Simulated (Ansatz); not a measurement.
Relax this structure to zero stress and force, keeping its symmetry:

```xyz
4
Lattice="3.9289 0.0000 0.0000 0.0000 3.9289 0.0000 0.0000 0.0000 3.9289" Properties=species:S:1:pos:R:3 pbc="T T T"
Zn    0.0000    0.0000    0.0000
Pt    0.0000    1.9645    1.9645
Pt    1.9645    0.0000    1.9645
Pt    1.9645    1.9645    0.0000
```

Theory: Ansatz, DFT PBEsol, scalar-relativistic, plane waves, PAW.

Settings: cutoff 420 eV, Γ-centred mesh 12×12×12 on the computed 4-atom cell, Gaussian smearing of 0.10 eV; no spin polarisation.

Task: What does it relax to?

Result: The volume falls by 0.62 Å³/atom to 14.54 Å³/atom, and the energy falls by 18.5 meV/atom. Final structure:
```cif
data_structure
_symmetry_space_group_name_H-M 'P 1'
_symmetry_Int_Tables_number 1
_cell_length_a 3.8748
_cell_length_b 3.8748
_cell_length_c 3.8748
_cell_angle_alpha 90.000
_cell_angle_beta 90.000
_cell_angle_gamma 90.000
_cell_volume 58.18
loop_
_atom_site_label
_atom_site_type_symbol
_atom_site_fract_x
_atom_site_fract_y
_atom_site_fract_z
_atom_site_occupancy
Zn1 Zn 0.00000 0.00000 0.00000 1
Pt1 Pt 0.00000 0.50000 0.50000 1
Pt2 Pt 0.50000 0.00000 0.50000 1
Pt3 Pt 0.50000 0.50000 0.00000 1
```

Spin–orbit coupling is left out, which can shift energies with elements as heavy as these.

Cost: 1 run of about 1.1 core-minutes, on Arm Neoverse V1 (shared hosts).